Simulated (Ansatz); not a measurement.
ZrB (rock salt, Fm-3m) at seven volumes, the program Ansatz at the r²SCAN level (PAW), scaled uniformly. One row is withheld.

```
V (Å³/atom)  P (GPa)
-----------  -------
13.478         18.39
13.922         11.34
14.367          5.26
14.811          0.00
15.255         -4.55
15.700             ?
16.144        -11.87
```

Q: Fit the shown pressures and predict the withheld one.

A: Third-order Birch–Murnaghan: P = (3/2)B₀(x^(7/2) − x^(5/2))[1 + (3/4)(B′ − 4)(x − 1)] with x = (V₀/V)^(2/3). Least squares on the six rows gives V₀ = 14.811 Å³/atom, B₀ = 162.7 GPa, B′ = 3.85. At V = 15.700, x = 0.9619 and P = -8.48 GPa. The run itself gave -8.48 GPa.

The workflow started from an entry of the Crystallography Open Database (COD). Whether it is the stable phase at ambient conditions was not checked. The cell was relaxed with r²SCAN under the symmetry of its start; whether a distortion lowers the energy is not shown. No spin polarisation was allowed. The volume moved by 18 % from the start of the relaxation.

Potentials: the later of the program's two PAW sets.
